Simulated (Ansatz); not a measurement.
# TiO2, one structure, two calculations

Cell: a COD entry, its atoms then relaxed with PBE in this cell.

Space group I4_1/amd:1 (No. 141); a = 3.7842, c = 9.5146 Å.

```csv
site,Wyckoff,site symmetry,x,y,z
Ti,4a,-4m2,0.0000,0.0000,0.0000
O,8e,2mm.,0.0000,0.0000,0.2088
```

One atom of each set is listed; the run and its k-mesh use a cell of 6 atoms with edges of 5.46, 5.46, 5.46 Å.

First run. Method: Kohn–Sham DFT in Ansatz, PBE, plane waves and PAW, scalar-relativistic, 420 eV cutoff, Γ-centred 11×11×11 k-points, Fermi–Dirac smearing 0.02 eV.

```tsv
site	V_zz (10²¹ V/m²)	η
Ti	1.23	0.00
O	1.85	0.50
```

Second run. The same atoms and settings, except that the functional is r2SCAN and the cutoff is 500 eV.

(1) Given the first result, estimate the second.

Results:

(1) 

```json
{"site": "Ti", "V_zz": "1.26", "η": "0.00", "change of V_zz": "+0.03"}
{"site": "O", "V_zz": "1.92", "η": "0.65", "change of V_zz": "+0.07"}
```

The largest change of V_zz is on O, from 1.85 to 1.92. In per cent, |V_zz| changes by +2 on Ti, +4 on O (all sites that start above 0.5).

For the first run: At this cell the principal stresses reach 5 GPa in size with PBE, which can matter for small gradients.
